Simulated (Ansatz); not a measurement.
InP:
```xyz
4
Lattice="3.8841 0.0000 0.0000 -1.9421 3.3638 0.0000 0.0000 0.0000 6.6138" Properties=species:S:1:pos:R:3 pbc="T T T"
In     0.0000     0.0000     0.0000
In     0.0000     0.0000     3.3069
P      0.0000     2.2425     1.6534
P      1.9421     1.1213     4.9603
```

Relaxed with PBE. Special points in fractions of this cell's reciprocal vectors: Γ (0.000, 0.000, 0.000); M (0.500, 0.000, 0.000); K (0.333, 0.333, 0.000); A (0.000, 0.000, 0.500); L (0.500, 0.000, 0.500); H (0.333, 0.333, 0.500).

Question: List the band energies nearest the Fermi level at these points for plane-wave PAW PBE (Ansatz code).

Answer: In eV from the Fermi level; about four levels below and three above (degenerate sets whole), none deeper than 8.9 eV; points with the same levels are listed once.

| k | below | above |
|---|---|---|
| Γ | -6.74 -0.58 -0.35 -0.35 | 0.00 0.25 0.25 |
| M | -4.39 -3.62 -3.50 -2.17 | 0.11 1.28 2.05 |
| K | -2.80 -2.80 -2.55 -2.55 -2.40 | 4.73 5.57 5.57 |
| A | -0.01 -0.01 -0.01 -0.01 | 2.34 2.34 4.86 4.86 4.86 4.86 |
| L | -1.66 -1.66 -1.32 -1.32 | 0.17 0.17 3.71 3.71 |
| H | -4.03 -4.03 -0.34 -0.34 | 1.38 1.38 2.54 2.54 |

Space group P6_3/mmc (NiAs type). The start of the workflow was typed in or built on a structure type; neither database checked (COD, Materials Project) lists it. It is not the phase usual at ambient conditions (space group No. 216). The PBE relaxation kept the symmetry of its start; its stability against distortions is not shown here. Scalar-relativistic: spin–orbit coupling is off unless named, which matters more the heavier the elements.

Potentials: the later of the program's two PAW sets.
